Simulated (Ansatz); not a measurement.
SrIF:
```cif
data_F2I2Sr2
_chemical_formula_sum 'Sr2 I2 F2'
_space_group_name_H-M_alt 'P 1'
_space_group_IT_number 1
_cell_length_a 4.24566
_cell_length_b 4.24566
_cell_length_c 9.00337
_cell_angle_alpha 90.000
_cell_angle_beta 90.000
_cell_angle_gamma 90.000
loop_
_space_group_symop_operation_xyz
  'x, y, z'
loop_
_atom_site_label
_atom_site_type_symbol
_atom_site_fract_x
_atom_site_fract_y
_atom_site_fract_z
_atom_site_occupancy
Sr1 Sr 0.50000 0.00000 0.14776 1
Sr2 Sr 0.00000 0.50000 0.85224 1
I1 I 0.50000 0.00000 0.67295 1
I2 I 0.00000 0.50000 0.32705 1
F1 F 0.50000 0.50000 0.00000 1
F2 F 0.00000 0.00000 0.00000 1
```

Relaxed with r²SCAN+D4.

Tabulate the valence density and the electron localisation function along the shortest Sr–I contact (3.41 Å), r²SCAN+D4 in the plane-wave PAW code Ansatz.



| distance from Sr (Å) | density (e/Å³) | ELF |
|---|---|---|
| 0.34 | 2.51 | 0.43 |
| 0.51 | 2.69 | 0.77 |
| 0.68 | 1.99 | 0.87 |
| 0.85 | 1.11 | 0.86 |
| 1.02 | 0.51 | 0.72 |
| 1.19 | 0.23 | 0.30 |
| 1.36 | 0.12 | 0.07 |
| 1.53 | 0.10 | 0.08 |
| 1.70 | 0.13 | 0.33 |
| 1.87 | 0.18 | 0.68 |
| 2.05 | 0.28 | 0.79 |
| 2.22 | 0.44 | 0.77 |
| 2.39 | 0.68 | 0.69 |
| 2.56 | 1.00 | 0.62 |
| 2.73 | 2.20 | 0.51 |
| 2.90 | 6.60 | 0.32 |
| 3.07 | 12.86 | 0.17 |

The density is the valence pseudo-density with augmentation charge, so density and ELF within about 1 Å of a nucleus are not all-electron values.

Space group P4/nmm. The first step of the workflow began from a Materials Project structure, measured or hypothetical; the Crystallography Open Database copy checked does not list it. Whether it is the stable phase at ambient conditions was not checked. The r²SCAN+D4 relaxation kept the symmetry of its start; its stability against distortions is not shown here. Scalar-relativistic: spin–orbit coupling is off unless named, which matters more the heavier the elements.

Potentials: the later of the program's two PAW sets.
